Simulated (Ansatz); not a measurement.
Relaxed KCl (rock salt):

```
CELL_PARAMETERS angstrom
      0.00000     3.19058     3.19058
      3.19058     0.00000     3.19058
      3.19058     3.19058     0.00000
ATOMIC_POSITIONS crystal
  Cl 0.00000 0.00000 0.00000
  K  0.50000 0.50000 0.50000
```

In each cell atom 1 (Cl, nearest neighbour K at 3.191 Å; its periodic images, 4.5 Å or more away, move with it) moves by s·(1.000, 0.000, 0.000) (along Cartesian x), the rest being held.

The numbers are results of PBE (plane waves to 420 eV, PAW, scalar-relativistic; Ansatz, a quantum-chemistry and plane-wave program), not measurements. k mesh 7×7×7 (Γ-centred), Fermi-Dirac smearing 0.05 eV. E stands for the smeared free energy. KCl was relaxed with its symmetry unable to fall. ΔE is measured from the undisplaced structure.

```
s (Å)   ΔE (meV/cell)
------  -------------
-0.320           65.5
-0.256           39.5
-0.192       withheld
-0.128            9.1
-0.064            2.2
0.000             0.0
0.064             2.2
0.128             9.1
0.192        withheld
0.256            39.5
0.320            65.5
```

Q: Fit an even polynomial form (powers 2, 4) to the given rows and predict ΔE at s = -0.192.

A: Least squares on the 9 given rows: ΔE = (537.6)·s² + (996.1)·s⁴, in meV/cell with s in Å; root-mean-square residual 0.02 meV/cell. At -0.192 the fit gives 21.2 meV/cell; the calculation gives 21.2 meV/cell, the same to the digits shown. The quadratic term alone would give 19.8 meV/cell.

(A displaced cell: forces are minus the slopes of the energy, force constants its curvatures, and phonons follow from these.)
